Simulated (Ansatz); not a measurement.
La$_{2}$O$_{3}$ (La2O3 or Ni2Al3 type, P-3m1) under volume change, DFT-LDA in the program Ansatz with PAW potentials, shape and atoms relaxed at each volume.

```tsv
V (Å³/atom)	E − E(relaxed) (meV/atom)	P (GPa)
14.140	55.8	13.77
14.606	23.7	8.53
15.072	5.7	3.98
15.538	0.0	0.00
16.004	5.2	-3.49
16.470	(withheld)	(withheld)
16.937	(withheld)	(withheld)
```

Task: What belongs in the gaps?

Result: 
- 16.470, E − E(relaxed) (meV/atom): 19.8
- 16.470, P (GPa): -6.53
- 16.937, E − E(relaxed) (meV/atom): 42.8
- 16.937, P (GPa): -9.17

Task: What does a third-order Birch–Murnaghan fit give for V₀, B₀ and B′?

Result: V₀ = 15.54 Å³/atom, B₀ = 124 GPa, B′ = 3.5.

Symmetry was held in the LDA relaxation; phonons on a q-mesh show no instability. Scalar-relativistic: spin–orbit coupling is off unless named, which matters more the heavier the elements.

Potentials: the later of the program's two PAW sets.
